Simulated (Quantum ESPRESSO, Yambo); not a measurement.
**Levels of theory for the gap of CdF2**

CdF₂ (fluorite, space group Fm-3m, No. 225): one geometry, one set of norm-conserving PBEsol (Quantum ESPRESSO, 102 Ry, with spin-orbit coupling) orbitals, self-energies from Yambo (4×4×4 Γ-centred k mesh, bands 9 to 164 and a 8 Ry block in the screening, 164 bands in G with the Bruneval-Gonze terminator, plasmon pole fitted at 27.2 eV).

The geometry is that of Materials Project entry mp-241, symmetrised and not relaxed again.

```tsv
level	gap W → Γ (eV)	direct gap at Γ (eV)	rough Yambo cost
PBEsol (Quantum ESPRESSO)	2.93	3.34	–
exchange only (Hartree-Fock self-energy on PBEsol orbitals)	14.93	15.48	about 1/6 (11 states)
static COHSEX@PBEsol	6.61	7.24	within a factor of two (3 states)
G0W0@PBEsol, plasmon pole	5.61	6.31	1 (11 states)
```

Bare exchange has no screening and gives the widest gap; static COHSEX screens it but leaves out the frequency dependence, which G0W0 restores.

Costs are rough ratios of core time on shared machines.

Nearest settings tried, and what they do to the gap: 70 bands in G: +57 meV; 86 bands in W: +252 meV; 3 Ry block (27 vectors against 137): +308 meV. Not varied: mesh. So the settings aren't converged at that level.
